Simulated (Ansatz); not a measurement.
# From the elastic tensor of Si₇B to moduli and sound speeds

Theory: Ansatz 0.2.0, DFT PBE, scalar-relativistic, plane waves, PAW. Settings: 420 eV plane-wave cutoff, Γ-centred 6×6×6 mesh, Gaussian smearing of 0.10 eV. No spin polarisation.

Space group P-43m (No. 215), cubic, a = 5.264 Å. Si on a site of symmetry 3m has 1 B at 2.07 Å and 3 Si at 2.36 Å; Si on a site of symmetry -42m has 4 Si at 2.36 Å; B has 4 Si at 2.07 Å.

It was reached by relaxing an invented guess, and it needn't be the stable form of this composition. In a metal, frequencies and elastic constants depend on the k mesh and the smearing, soft modes and shear constants most.

Relaxed-ion constants (GPa, on the Cartesian axes of the calculation):
```
144.3  72.5  72.5   0.0   0.0   0.0
 72.5 144.3  72.5   0.0   0.0   0.0
 72.5  72.5 144.3   0.0   0.0   0.0
  0.0   0.0   0.0  74.2   0.0   0.0
  0.0   0.0   0.0   0.0  74.2   0.0
  0.0   0.0   0.0   0.0   0.0  74.2
```

Density 2.361 g/cm³; 8 atoms in 145.87 Å³.

With S = C⁻¹: B_V = (C11+C22+C33+2(C12+C13+C23))/9, G_V = (C11+C22+C33−C12−C13−C23+3(C44+C55+C66))/15, 1/B_R = S11+S22+S33+2(S12+S13+S23), 15/G_R = 4(S11+S22+S33−S12−S13−S23)+3(S44+S55+S66); Hill is their mean. Then v_l = √((B+4G/3)/ρ), v_t = √(G/ρ), v_m = [(2/v_t³+1/v_l³)/3]^(−1/3) and Θ = (ħ/k_B)·v_m·(6π²n/V)^(1/3) for n atoms in the volume V; E = 9BG/(3B+G), ν = (3B−2G)/(2(3B+G)) and A^U = 5G_V/G_R + B_V/B_R − 6.

```
Bulk modulus, Voigt / Reuss / Hill          : 96.5 / 96.5 / 96.5 GPa
Shear modulus, Voigt / Reuss / Hill         : 58.9 / 52.0 / 55.4 GPa
Young's modulus                             : 140 GPa
Poisson ratio                               : 0.259
Pugh ratio B/G                              : 1.74 (under 1.75, the rule of thumb for brittle)
Universal anisotropy index                  : 0.66
Longitudinal and transverse sound speeds    : 8494 and 4845 m/s
Debye temperature from the mean sound speed : 609 K
```
